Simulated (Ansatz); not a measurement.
**Question.** Name crystals whose computed values (plane-wave PAW PBEsol (Ansatz code)) fall in these windows: Θ_D (K) 190 to 250; highest Γ mode, no LO–TO term (cm⁻¹) 150 to 200.

**Answer.** 

| crystal | Θ_D (K) | highest Γ mode, no LO–TO term (cm⁻¹) |
|---|---|---|
| Ag3Au, Cu3Au type | 218 | 173 |
| TePd, NiAs type | 198 | 183 |
| ScBi, rock salt | 225 | 196 |
| Te2Pd, P-3m1 (Te on 2d, Pd on 1a) | 222 | 184 |
| Ce3Bi4Pd3, I-43d (Ce on 12a, Bi on 16c, Pd on 12b) | 219 | 173 |
Others may fit too.

The 4f shell is in the valence, and the state reached may lie above the lowest one. Standing as an ambient phase not checked: Ag3Au, Cu3Au type; TePd, NiAs type; ScBi, rock salt; Te2Pd, P-3m1 (Te on 2d, Pd on 1a); Ce3Bi4Pd3, I-43d (Ce on 12a, Bi on 16c, Pd on 12b). All cells were relaxed under the symmetry of their starts (and spin orders); stability against distortions was not tested throughout. Rows with no word on spin ran without spin polarisation. No Hubbard U is applied. Scalar-relativistic: spin–orbit coupling is off unless named, which matters more the heavier the elements.

Potentials: the later of the program's two PAW sets.
